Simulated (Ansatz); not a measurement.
TePt:
```yaml
crystal:
  lattice:
    - [1.99133, -5.39447, 0.00000]
    - [1.99133, 5.39447, 0.00000]
    - [0.00000, 0.00000, 3.88925]
  atoms:
    - { symbol: Te, position: [0.64307, 0.35693, 0.25000] }
    - { symbol: Pt, position: [0.89016, 0.10984, 0.25000] }
    - { symbol: Te, position: [0.35693, 0.64307, 0.75000] }
    - { symbol: Pt, position: [0.10984, 0.89016, 0.75000] }
```

Relaxed with r²SCAN.

**Question.** Map the electron localisation function on the plane through (0.643, 0.357, 0.250) spanned by u = [0, 0, 1] and v = [1, -1, 0] in lattice vectors, from the program Ansatz at the r²SCAN level (PAW).

**Answer.** x is the fraction of u, y of v (the angle between them is 90°; rows are the nearest grid lines); atoms in the plane: Te at (0.00, 0.00), Pt at (0.00, 0.25), Te at (0.50, 0.71), Pt at (0.50, 0.47).
```
|00036775211257763000|
|23467774211247776432|
|66777752111125777766|
|66542111111111124566|
|00112356777765321100|
|11257776544567775211|
|11367764100146776311|
|11367652000025676311|
|00136666544566663100|
|00013467888876431000|
|00113445555554431100|
|01234456788765443210|
|11234689999998643211|
|11233578999987533211|
|11223456777765432211|
|33333333222233333333|
|88875432111123457888|
|99997532111123579999|
|99987543111134578999|
|66554432100123445566|
|77665321000012356677|
|66666642000024666666|
|22466653100135666422|
|00036775211257763000|
```
Scale: ten equal steps from 0.003 (start of '0') to 0.682 (end of '9'), in the order '0123456789'; x runs from 0.000 to 1.00, y from 0.000 (bottom) to 1.00 (top).

The density is the valence pseudo-density with augmentation charge, so density and ELF within about 1 Å of a nucleus are not all-electron values.

Space group Cmcm. The start of the workflow was typed in or built on a structure type; neither database checked (COD, Materials Project) lists it. COD files the formula under space group No. 166, 194. Its standing as an ambient phase is unchecked. The cell was relaxed with r²SCAN under the symmetry of its start; its stability against distortions is not shown here. The run is not spin-polarised. Spin–orbit coupling is left out wherever it is not named.

Potentials: the later of the program's two PAW sets.
